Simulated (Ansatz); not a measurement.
Starting cell, AlN (zinc blende):

```yaml
crystal:
  lattice:
    - [0.00000, 4.36982, 4.36982]
    - [2.18491, 2.18491, 4.36982]
    - [2.18491, 2.18491, 0.00000]
  atoms:
    - { symbol: N, position: [0.00000, 0.75000, 0.75000] }
    - { symbol: N, position: [0.50000, 0.75000, 0.75000] }
    - { symbol: Al, position: [0.00000, 0.00000, 0.00000] }
    - { symbol: Al, position: [0.50000, 0.00000, 0.00000] }
```

A phonon eigenvector at X = (0.5, 0.5, 0.0) is frozen into this cell: atom i moves by Q times the vector below, so Q is the largest atomic displacement, in Å. The cell is held. (q is in reciprocal vectors of the primitive cell; the cell shown is doubled to hold the pattern.)

```
atom      x      y       z
----  -----  -----  ------
Al3   0.000  0.000   1.000
Al4   0.000  0.000  -1.000
```

Atoms not listed stay in place.

Method: r2SCAN (plane waves to 500 eV, PAW, scalar-relativistic; Ansatz, a program for electronic structure). k mesh 13×13×13 (Γ-centred), Fermi-Dirac smearing 0.05 eV. E stands for the smeared free energy. As the smearing reaches across the gap at some points, energies and forces of such displacements shift with the k mesh and the smearing. AlN was relaxed with its symmetry unable to fall. ΔE is measured from the undisplaced structure.

| Q (Å) | ΔE (meV/cell) |
|---|---|
| -0.280 | 2607 |
| -0.187 | 1201 |
| -0.093 | 306 |
| 0.000 | 0 |
| 0.093 | 306 |
| 0.187 | 1201 |
| 0.280 | 2607 |

Question: Which DFPT wavenumber at X = (0.5, 0.5, 0.0) belongs to this mode?
A. 728 cm⁻¹
B. 597 cm⁻¹
C. 350 cm⁻¹

Answer: B, 597 cm⁻¹. The curvature of the scan gives 597 cm⁻¹

(A displaced cell: forces are minus the slopes of the energy, force constants its curvatures, and phonons follow from these.)
